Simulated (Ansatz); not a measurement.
Crystals of one structure type (hcp (Mg type)), relaxed and computed with the program Ansatz at the PBE+D3(BJ) level (PAW).

```tsv
crystal	a (Å)	V (Å³/atom)	spin order and moments (μB)
Be	2.214	7.43	not spin-polarised
Mg	3.151	21.70	not spin-polarised
Sc	3.268	23.46	not spin-polarised
Co	2.470	10.54	ferromagnetic; net 1.59 per atom; largest site about 1.7
Ru	2.698	13.45	not spin-polarised
Hf	3.171	21.84	not spin-polarised
Os	[?]	[?]	not spin-polarised
Tl	3.494	29.55	not spin-polarised
```

Task: Complete the blanks.

Result: 
- Os, a (Å): 2.736
- Os, V (Å³/atom): 14.01

Spin orders computed, not proven ground states: Co, hcp (Mg type) ferromagnetic. All cells were relaxed under the symmetry of their starts (and spin orders); stability against distortions was not tested throughout. Rows with no word on spin ran without spin polarisation. Spin–orbit coupling is left out wherever it is not named.

Potentials: the earlier of the program's two PAW sets.
